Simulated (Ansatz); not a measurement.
MgC$_{6}$:
```cif
data_C6Mg
_chemical_formula_sum 'C6 Mg1'
_space_group_name_H-M_alt 'P 1'
_space_group_IT_number 1
_cell_length_a 4.34997
_cell_length_b 4.34997
_cell_length_c 3.74291
_cell_angle_alpha 90.000
_cell_angle_beta 90.000
_cell_angle_gamma 120.000
loop_
_space_group_symop_operation_xyz
  'x, y, z'
loop_
_atom_site_label
_atom_site_type_symbol
_atom_site_fract_x
_atom_site_fract_y
_atom_site_fract_z
_atom_site_occupancy
C1 C 0.33499 0.33499 0.00000 1
C2 C 0.66501 0.00000 0.00000 1
C3 C 0.00000 0.66501 0.00000 1
C4 C 0.33499 0.00000 0.00000 1
C5 C 0.66501 0.66501 0.00000 1
C6 C 0.00000 0.33499 0.00000 1
Mg1 Mg 0.00000 0.00000 0.50000 1
```

This is the r²SCAN+D4-relaxed structure.

**Question.** All from plane-wave PAW r²SCAN+D4 (Ansatz code), unless another level is named. Estimate the electronic character.

**Answer.** metallic (no gap).

**Question.** What about the density of states at the Fermi level?

**Answer.** 0.16 states/eV per atom (mean over ±0.08 eV).

**Question.** What about the formation energy from the elements (no fitted shifts)?

**Answer.** 0.25 eV/atom.

Space group P6/mmm. The cell is a constructed one: a structure type filled with these elements; neither database checked (COD, Materials Project) lists it. Whether it is the stable phase at ambient conditions was not checked. The r²SCAN+D4 relaxation kept the symmetry of its start; its stability against distortions is not shown here. The references are the lowest solids computed at this level, not always the standard phases.

Potentials: the later of the program's two PAW sets.
